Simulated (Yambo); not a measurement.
A free-standing AgI monolayer (symmetry P-3m1, slab cell 17.3 Å high), G0W0@PBEsol in Yambo with this input:

```
rim_cut
gw0
dyson
el_el_corr
HF_and_locXC
ppa
em1d
rim_w
RandQpts= 1000000
RandGvec= 2 Ry
CUTGeo= "slab z"
EXXRLvcs= 82 Ry
VXCRLvcs= 328 Ry
Chimod= "HARTREE"
% BndsRnXp
 9 | 123 |
%
NGsBlkXp= 5 Ry
% LongDrXp
 1.0 | 1.0 | 0.0 |
%
RandGvecW= 719 mRy
PPAPntXp= 27.2114 eV
% GbndRnge
 1 | 123 |
%
GTermKind= "BG"
DysSolver= "n"
ExtendOut
```

On a 6×6×1 mesh, with wavefunctions cut at 82 Ry, the gap (Γ → Γ) is 3.926 eV and the valence edge shifts by -0.913 eV.

**Question.** What happens with this change: no stochastic integration of W?

**Answer.** The gap rises by 0.708 eV, to 4.634 eV; the shift of the valence edge becomes -1.278 eV. Without the stochastic integration, the mesh misses the sharp change of W near q = 0 in a layer: the 0.71 eV of that row are a sampling artefact. Neither run is shown to be the converged limit.

Spin-orbit coupling is not included.

Geometry relaxed with PBEsol; primitive cell a = 4.410 Å, b = 4.410 Å, c = 17.300 Å, α = 90.00°, β = 90.00°, γ = 120.00°.

This is a model layer cut from the bulk structure; whether it is stable on its own was not checked.

A shift is the quasiparticle energy of the state minus its PBEsol energy.
